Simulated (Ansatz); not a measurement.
An Ansatz input:

```yaml
crystal:
  lattice:
    - [-3.1053028707, 3.1056189109, 1.6589315436]
    - [3.1056189109, -3.1053028707, 1.6589315436]
    - [3.1195356542, 3.1195356542, -1.6583527155]
  atoms:
    - { symbol: Sb, position: [0.9999764908, 2.35092e-05, 0.0] }
    - { symbol: Sb, position: [0.7500235092, 0.2499764908, 0.5] }
hamiltonian:
  xc: blyp
  pseudopotentials:
    kind: paw
    azcp:
      Sb: "pseudopotentials/Sb.paw.azcp"
basis:
  ecutwfc: 420
  fft_grid_basis: typed
kpoints:
  mp_grid: { grid: [18, 18, 12], shift: [0, 0, 0] }
magnetization:
  spin_polarized: false
scf:
  occupations: { method: fermi_dirac, width: 0.1 }
```

Output

```
Engine: ansatz 0.2.0, aarch64-unknown-linux-gnu
Pseudopotentials: kind: paw
Pseudopotential: Sb, paw, valence charge 15, recommended cutoff 420 eV (normal) 
Functional definition: BLYP
  parameter beta = 0.0042
  parameter a = 0.04918
  parameter b = 0.132
  parameter c = 0.2533
  parameter d = 0.349
  exchange = b88_x(beta = beta)
  correlation = lyp_c(a = a, b = b, c = c, d = d)
Crystal: 2 atoms, lattice volume = 64.287 Å³
Basis set: ecut = 420 eV, 1269 PW (Γ), exchange–correlation on 64×64×64 points (8 copies of the dense FFT grid, shifted against one another)
Bands: 19, of which v1, the nominal top of the filled ones, is band 15 counted from 1 (14 counted from 0)
Symmetry: 4 space group operations
Space group: C2/c (ITA 15), of the structure as read, at distance tolerance 4.0e-5 Å
k-points: 1037 of 3888
Non-local potential: Sb, projectors of the file, l = 0: 2, l = 1: 2, l = 2: 2, l = 3: 2
PAW form: soft (Blöchl's): semilocal exchange-correlation on the pseudo side does not see the compensation charge
PAW frozen core: Sb, regenerated for the run's functional, and the local potential with it (the file was generated under x = pbe(κ = 0.804, μ = 0.2195149727645171), c = pbe(β = 0.06672455060314922))
PAW one-centre angular grid: Sb, 590 points (default); XC on 64 Gauss nodes
Initial density: superposition of atomic densities (neutral atoms: chi_scale 0, normalization atom), corrected by the library's trained network
Initial wavefunctions: pseudopotential atomic-orbital guess
Functional: x = b88, c = lyp
SCF iter   1: F=—  HF=-13002.106683 eV  |F-HF|=—  |Δ(HF+E_count)|=         —  Δρ=6.35e-3  dr2=2.63e-2  ethr=1.77e-3  ⟨swp⟩=6.0  Hψ=99159  notcnv=0
SCF iter   2: F=—  HF=-13002.100515 eV  |F-HF|=—  |Δ(HF+E_count)|=   6.17e-3  Δρ=4.15e-3  dr2=1.25e-2  ethr=8.75e-5  ⟨swp⟩=1.7  Hψ=29004  notcnv=0
SCF iter   3: F=—  HF=-13002.097485 eV  |F-HF|=—  |Δ(HF+E_count)|=   3.03e-3  Δρ=1.18e-3  dr2=7.15e-4  ethr=4.16e-5  ⟨swp⟩=2.4  Hψ=24810  notcnv=0
SCF iter   4: F=—  HF=-13002.097361 eV  |F-HF|=—  |Δ(HF+E_count)|=   1.25e-4  Δρ=2.68e-4  dr2=7.65e-5  ethr=2.38e-6  ⟨swp⟩=2.0  Hψ=35280  notcnv=0
SCF iter   5: F=—  HF=-13002.097391 eV  |F-HF|=—  |Δ(HF+E_count)|=   3.03e-5  Δρ=1.96e-4  dr2=1.58e-5  ethr=2.55e-7  ⟨swp⟩=3.0  Hψ=37520  notcnv=0
SCF iter   6: F=—  HF=-13002.097385 eV  |F-HF|=—  |Δ(HF+E_count)|=   6.17e-6  Δρ=2.60e-5  dr2=5.50e-7  ethr=5.27e-8  ⟨swp⟩=2.0  Hψ=35321  notcnv=0
SCF iter   7: F=-13002.097385 eV  HF=-13002.097385 eV  |F-HF|=1.06e-8  |Δ(HF+E_count)|=   5.08e-7  Δρ=4.30e-6  dr2=9.92e-9  ethr=3.33e-10  ⟨swp⟩=3.0  Hψ=44533  notcnv=0
SCF 1 converged in 7 iterations: F = -13002.097385 eV  dr2 = 9.92e-9
SCF converged after 7 iterations
Free energy (F): -13002.097385 eV
Harris-Foulkes:  -13002.097385 eV  (|F-HF|=1.06e-8)
Internal energy: -13002.057759 eV  (E = F + TS)
E sigma→0 (E₀):  -13002.077572 eV
Entropy (-TS):   -0.039626 eV (-19.813 meV/atom)
Fermi energy:    9.366106 eV
--- Per-component energies (eV) ---
  E_band       = -349.082975
  E_kinetic    = 413.571060
  E_local      = -3210.738611  (includes V_loc(G=0)·N_el)
  E_nonlocal   = 716.010499
  E_hartree    = 1448.752288
  E_xc         = -272.607819
  E_vxc        = -186.199584  (∫ρ·V_xc dr)
  E_paw        = -9184.644486  (= ΣΔE_a)
  E_vpaw       = -979.232229  (= ΣTr[D̂ρ^β])
  E_aug_tail   = -0.000003  (compensation charges beyond the density's cutoff)
  E_ewald      = -2912.258054
  E_core_change = -0.142634  (= ΣΔE_core)
  E_smearing   = -0.039626  (= −TS)
  E_closure    = 0.000000  (closes the sum)
  Σ components = -13002.097385   (vs F -13002.097385, Δ=0.00e0)
```
